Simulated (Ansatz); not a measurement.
Stackings of close-packed layers of Ca (one atom a layer), each relaxed to a stress under 0.05 GPa; h and k mark layers whose two neighbours have the same or different letters; energies count from the stacking AB (P6_3/mmc).

Method: DFT PBEsol, scalar-relativistic, plane waves, PAW in Ansatz.

Plane waves to 420 eV, a k mesh through Γ of 12×12×4 on the computed 4-atom cell and Gaussian smearing (0.10 eV); no spin polarisation.

Start (ABAC (khkh)):

```
Ca
1.0
     3.85236    0.00000    0.00000
    -1.92618    3.33624    0.00000
     0.00000    0.00000   12.68392
Ca
4
Direct
  0.00000 0.00000 0.00000
  0.33333 0.66667 0.25000
  0.00000 0.00000 0.50000
  0.66667 0.33333 0.75000
```

Q: Relax it.

A: The free energy falls by 0 meV/atom.

```
spacing of like layers (Å) : 3.167
a (Å)                      : 3.852
gap on the mesh (eV)       : 0
```

Relaxed structure:
```xyz
4
Lattice="3.8515 0.0000 0.0000 -1.9258 3.3355 0.0000 0.0000 0.0000 12.6696" Properties=species:S:1:pos:R:3 pbc="T T T"
Ca    0.0000    0.0000    0.0000
Ca    0.0000    2.2237    3.1674
Ca    0.0000    0.0000    6.3348
Ca    1.9258    1.1118    9.5022
```

Small energy differences in metals hang on the k mesh (about 10 mJ/m² or 1 to 2 meV/atom on the mesh of the relaxation).

The run took 7.9 s on 1 thread of AMD EPYC 9R45 (Zen 5), on a shared host, peak memory 0.54 GiB.